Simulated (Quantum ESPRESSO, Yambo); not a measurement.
La₂O₃ (space group P-3m1, No. 164). The geometry is that of Materials Project entry mp-1968, symmetrised and not relaxed again. Chain: PBEsol (Quantum ESPRESSO, PseudoDojo norm-conserving, 110 Ry, with spin-orbit coupling); G0W0 in Yambo (3×3×2 Γ-centred k mesh, 312 bands and a 8 Ry block in the screening, 312 bands in G with the Bruneval-Gonze terminator, plasmon pole fitted at 27.2 eV); BSE (6×6×4 mesh, 12 valence and 8 conduction bands, static screening with 100 bands and a 3 Ry block, scissor 1.43 eV, Tamm-Dancoff).

```yaml
PBEsol gap (dense path): 3.76 eV
PBEsol gap (0, 0.333, -0.5) → K on the GW mesh: 3.85 eV
PBEsol smallest direct gap on the GW mesh, at K: 3.86 eV
G0W0 direct gap at that point: 5.29 eV
G0W0 correction to the gap (0, 0.333, -0.5) → K: 1.41 eV
direct gap on the BSE mesh, with the scissor: 5.29 eV
first BSE state allowed for light along x: 4.74 eV
lowest BSE state: 4.74 eV
binding_of_the_lowest_exciton: 0.55 eV
RPA electronic dielectric constant along x: 4.75 (6×6×4 mesh, PBEsol bands)
```

Rough cost of the Yambo steps against G0W0 for 13 states: BSE within a factor of two, one RPA spectrum about 1/5.

Convergence of the G0W0 settings was not tested. The k mesh is coarse. The mesh misses a band edge: along a dense path the PBEsol gap is 3.76 eV against 3.85 eV on the mesh. The BSE states are vertical excitations (zero momentum); the indirect quasiparticle gap, about 5.17 eV, is smaller than the direct one (5.29 eV on the GW mesh). Convergence of the RPA response with its 6×6×4 mesh was not tested. Convergence of the binding with the mesh was not shown. Axes are Cartesian, with cell vectors (Å) (3.93, 0.00, 0.00), (-1.97, 3.40, 0.00), (0.00, 0.00, 6.11).

The 4f states are in the valence at their DFT position.
